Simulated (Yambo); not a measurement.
## GeSi: sweep of GW parameters

G0W0@PBEsol for GeSi (wurtzite, space group P6_3mc, No. 186) in Yambo. Reference settings: 3×3×2 Γ-centred k mesh, 320 bands and a 8 Ry block in the screening, 320 bands in G with the Bruneval-Gonze terminator, plasmon pole fitted at 27.2 eV. The PBEsol gap Γ → Γ on this mesh is 0.32 eV; G0W0 gaps are taken between the same points.

| change from the reference | G0W0 gap Γ → Γ (eV) | shift of the valence edge (eV) | rough Yambo cost |
|---|---|---|---|
| reference settings | 1.08 | -0.74 | 1 |
| 120 bands in W, 120 bands in G | 1.09 | -0.46 | about 1/3 |
| 120 bands in G | 1.08 | -0.68 | – |
| 148 bands in W | 1.09 | -0.58 | about 1/2 |
| 3 Ry block | 0.92 | -0.35 | within a factor of two |
| 7 Ry block | 1.06 | -0.70 | within a factor of two |
| no random integration | 1.06 | -0.56 | – |
| 3×3×1 mesh | 1.04 | -0.69 | about 1/4 |
| 204 bands in G, no terminator | 1.05 | -0.53 | – |
| no terminator | 1.07 | -0.66 | – |

The reference isn't shown to be the converged limit. Costs are rough (shared machines), scaled to the same edge states, and given only for runs that recompute the screening.

The standard potential for Ge keeps a d shell in the valence without the s and p states of that shell. In tests on such compounds this moved G0W0 gaps by up to about 0.9 eV, so absolute quasiparticle energies here are unreliable; differences between settings are what counts.

Spin-orbit coupling is included.

Geometry relaxed with PBEsol; primitive cell a = b = 3.902 Å, c = 6.434 Å, α = β = 90.00°, γ = 120.00°.

The structure is a Materials Project entry; no match was found in the copy of COD used, and its stability was not checked.

A shift is the quasiparticle energy of the state minus its PBEsol energy.
